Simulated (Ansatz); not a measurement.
# Na3YbGeSe under compression: one row to predict

It was reached by relaxing an invented guess, and it needn't be the stable form of this composition.

These are results of DFT PBE, scalar-relativistic, plane waves, PAW in Ansatz 0.2.0, not measurements. Settings of the last relaxation (6-atom cell): 420 eV, 6×6×4 k points, Gaussian smearing of 0.10 eV, no spin polarisation.

```
CELL_PARAMETERS angstrom
4.74610 0.00000 0.00000
-2.37305 4.11024 0.00000
0.00000 0.00000 7.54630
ATOMIC_POSITIONS crystal
Na 0.66667 0.33333 0.99067
Na 0.33333 0.66667 0.14602
Na 0.00000 0.00000 0.34669
Yb 0.33333 0.66667 0.67712
Ge 0.00000 0.00000 0.89020
Se 0.66667 0.33333 0.44929
```

The cell was set to several volumes, with shape and atoms relaxed at each where symmetry leaves them free. Pressure is positive in compression, and energies count from the lowest row. No row has a gap on its mesh.

```
row  V (Å³/atom)  P (GPa)  ΔE (meV/atom)
  1       21.591     4.45           36.1
  2       22.327     3.03           19.0
  3       23.063        ?              ?
  4       23.799     0.82            1.8
  5       24.535     0.00            0.0
  6       25.271    -0.69            1.6
  7       26.007    -1.06            5.7
  8       26.989    -1.19           12.6
```

Question: Find B = −V·ΔP/ΔV from rows 4 and 6 and from rows 1 and 2, and from the two its slope B′ and its value B0 at zero pressure.

Answer: Rows 4 and 6 give −(23.799 + 25.271)/2 × (-0.69 − (0.82))/(25.271 − 23.799) = 25.2 GPa at a mean pressure of 0.07 GPa. Rows 1 and 2 give −(21.591 + 22.327)/2 × (3.03 − (4.45))/(22.327 − 21.591) = 42.4 GPa at a mean pressure of 3.74 GPa. So B′ = (42.4 − 25.2)/(3.74 − (0.07)) = 4.69 and B0 = 25.2 − 4.69 × (0.07) = 24.9 GPa. A third-order Birch–Murnaghan fit to all the energies gives B0 = 22.1 GPa and B′ = 8.0.

Question: Estimate the pressure and energy of row 3.

Answer: From row 5, V0 = 24.535 × (1 + (0.00)/24.9) = 24.535 Å³/atom. Murnaghan's form P = (B0/B′)·[(V0/V)^B′ − 1] gives (24.9/4.69) × [(24.535/23.063)^4.69 − 1] = 1.79 GPa; the computed pressure is 1.83 GPa, so the estimate is off by -0.04 GPa. The work of compression from row 4, with the mean of the two pressures, gives ΔE = 1.8 + (1.79 + 0.82)/2 × (23.799 − 23.063)/160.2 × 1000 = 7.8 meV/atom (1 eV/Å³ = 160.2 GPa); the computed value is 7.9 meV/atom.

The 4f shell of Yb is treated without a Hubbard U. Trial moments died out on the coarse mesh, so the last step has no spin; another magnetic start might hold. All volumes keep the k mesh of the relaxed cell. Symmetry constrained the relaxation, so the result can be a saddle point.
